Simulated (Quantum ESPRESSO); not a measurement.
# Ti3Ru3InRh: one composition in several site orders

Simulated, not a measurement. The program is pw.x of Quantum ESPRESSO 7.5 (plane-wave density functional theory). The cell is made up: eight metal atoms on a hexagonal close-packed lattice, with elements, volume, strain and displacements drawn at random and not relaxed, so it may be unstable or far from any real phase. PseudoDojo standard norm-conserving files set the functional (PBE unless stated); there is no spin polarisation or spin-orbit coupling, the Fermi-Dirac width of 0.25 eV means electrons at about 2900 K, and the masses in the input are unused placeholders. A spin test at this wide smearing found no moment, but such smearing suppresses magnetism that the real alloy may have.

The runs put one composition on the sites in different orders. Cell, positions, cutoff, mesh and smearing stay as in the input of run 1; sites are counted in its order. Stress in the tables is positive in tension.

Input of run 1:

```
&control calculation='scf', pseudo_dir='./dojo.nc.sr.pbe.v0_5.standard.upf', outdir='./o', disk_io='medium', tprnfor=.true., tstress=.true. /
&system ibrav=0, nat=8, ntyp=4, nbnd=74, ecutwfc=87.97787729, nosym=.true., tot_charge=0,
 occupations='smearing', smearing='fd', degauss=0.0183746611
/
&electrons conv_thr=1.470e-08, electron_maxstep=70, mixing_beta=0.5 /
ATOMIC_SPECIES
In 1.0 In.upf
Rh 1.0 Rh.upf
Ru 1.0 Ru.upf
Ti 1.0 Ti.upf
CELL_PARAMETERS angstrom
-2.835 -0.0131 -0.0232
-0.0371 -0.0472 -4.4115
-0.0452 -9.7622 -0.1023
ATOMIC_POSITIONS angstrom
Ti 0.0561 -0.0072 -0.0483
Ru -0.0677 -4.7536 -0.1444
Ru -0.1037 -3.2569 -2.2374
Ti 0.0156 -8.0918 -2.315
In -1.4339 -2.5533 0.0003
Ru -1.5812 -7.3817 -0.0761
Rh -1.4869 -0.7502 -2.1791
Ti -1.5541 -5.7245 -2.1928
K_POINTS automatic
8 5 3 1 1 1
```

| run | elements on sites 1 to 8 | free energy less that of run 1 (eV) | -TS (eV) | pressure (GPa) | stress xx (GPa) | stress yy (GPa) | stress zz (GPa) | stress yz (GPa) | stress xz (GPa) | stress xy (GPa) | iterations |
| --- | --- | --- | --- | --- | --- | --- | --- | --- | --- | --- | --- |
| 1 | Ti Ru Ru Ti In Ru Rh Ti | 0.000 | -1.896 | 8.01 | -11.34 | -7.13 | -5.55 | 0.67 | 0.26 | 1.44 | 21 |
| 2 | Ru Ru Ti Ti Ti Rh Ru In | 0.254 | -1.903 | 7.20 | -10.77 | -3.58 | -7.26 | -1.05 | 1.30 | -0.30 | 25 |
| 3 | Rh Ti Ru Ti In Ti Ru Ru | 0.827 | -1.956 | 7.67 | -11.57 | -3.00 | -8.44 | -0.11 | 0.94 | 1.15 | 26 |
| 4 | Ru Ru In Ti Ti Rh Ru Ti | 0.125 | -1.919 | 7.33 | -10.71 | -1.57 | -9.70 | 1.81 | 0.96 | -0.09 | 22 |
| 5 | Ti Ru Rh In Ru Ti Ti Ru | 1.532 | -1.816 | 7.33 | -7.86 | 0.15 | -14.29 | 2.61 | 1.87 | 0.02 | 25 |
| 6 | Ti Ru Ru Ti Ru In Rh Ti | 0.739 | -1.898 | 7.37 | -5.91 | -4.31 | -11.90 | 3.57 | 1.48 | -0.92 | 29 |

Forces Fx Fy Fz (eV/Å):

| site | run 1 | run 2 | run 3 | run 4 | run 5 | run 6 |
| --- | --- | --- | --- | --- | --- | --- |
| 1 | -0.23 0.50 0.40 | -0.56 -0.17 0.35 | -0.42 0.85 0.53 | -0.64 -0.14 0.31 | -0.70 -1.65 0.91 | -0.52 -2.58 0.33 |
| 2 | 0.09 -3.05 0.69 | -0.34 0.57 1.31 | 0.08 -2.55 0.42 | -0.06 -1.58 1.36 | -0.01 -1.12 1.18 | 0.11 -0.77 0.92 |
| 3 | 0.41 -0.54 0.16 | 0.16 1.00 0.25 | 0.31 -0.47 0.41 | 0.27 0.87 -0.31 | 0.23 0.16 -0.43 | 0.21 0.39 -0.24 |
| 4 | -0.20 -0.60 -0.11 | -0.70 -2.28 0.09 | -0.56 -0.75 0.21 | -0.63 -1.67 0.02 | -1.36 0.17 0.53 | -1.13 -1.25 0.73 |
| 5 | -0.42 1.52 -0.31 | -0.24 1.37 -0.20 | -0.47 3.12 -0.26 | -0.36 1.70 -0.68 | -0.42 1.19 -0.15 | -0.39 0.37 -0.11 |
| 6 | 0.08 0.84 0.03 | 0.70 -0.11 0.23 | 0.58 -0.08 -0.22 | 0.71 0.57 0.00 | 1.29 2.23 -0.86 | 1.15 1.67 -0.19 |
| 7 | 0.03 -0.10 -0.39 | 0.35 -0.65 -0.33 | 0.31 0.17 -0.65 | 0.35 0.00 -0.31 | 0.51 -2.06 -0.56 | 0.17 -0.44 -0.32 |
| 8 | 0.24 1.43 -0.48 | 0.63 0.28 -1.70 | 0.17 -0.29 -0.43 | 0.35 0.25 -0.39 | 0.47 1.07 -0.63 | 0.40 2.61 -1.12 |

The sites are displaced and not relaxed, so the energy differences mix bonding between neighbours with strain and are not ordering energies. A rerun of one cell of this series at a higher cutoff and on a denser mesh moved values by no more than 0.010 eV in energy, 0.07 GPa in stress and 0.011 eV/Å in force, and a second program with other atomic files agreed on that cell to 2 % rms in force and 0.5 GPa in pressure.